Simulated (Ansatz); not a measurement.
Here is the system:

GeSe:
```
GeSe
1.0
   10.97177     0.00000     0.00000
    0.00000     3.87989     0.00000
    0.00000     0.00000     4.42180
Ge Se
4 4
Direct
  0.12361   0.25000   0.11326
  0.87639   0.75000   0.88674
  0.37639   0.75000   0.61326
  0.62361   0.25000   0.38674
  0.85479   0.25000   0.49803
  0.14521   0.75000   0.50197
  0.64521   0.75000   0.99803
  0.35479   0.25000   0.00197
```

This is the PBE+D3(BJ)-relaxed structure. Tensor components refer to the Cartesian frame of this cell.

### Question
All from PBE+D3(BJ) in the plane-wave PAW code Ansatz, unless another level is named. Predict the band gap.

### Answer
0.71 eV (indirect).

### Question
What about the electron effective mass?

### Answer
0.082, 1.2, 2.4 mₑ (principal values).

### Question
Give the valence-band maximum.

### Answer
on the Γ–Z line, 69 % of the way from Γ (k = 0.000, 0.000, 0.344).

### Question
Give the weight of the valence-edge state by species (Voronoi cells).

### Answer
Se 71 %, Ge 29 %.

### Question
What about the conduction-band minimum?

### Answer
on the Γ–Z line, 14 % of the way from Γ (k = 0.000, 0.000, -0.068) (2 equivalent valleys).

### Question
Next, the weight of the conduction-edge state by species (Voronoi cells)?

### Answer
Ge 73 %, Se 27 %.

Space group Pnma. Symmetry was held in the PBE+D3(BJ) relaxation. Scalar-relativistic: spin–orbit coupling is off unless named, which matters more the heavier the elements.

Potentials: the earlier of the program's two PAW sets.
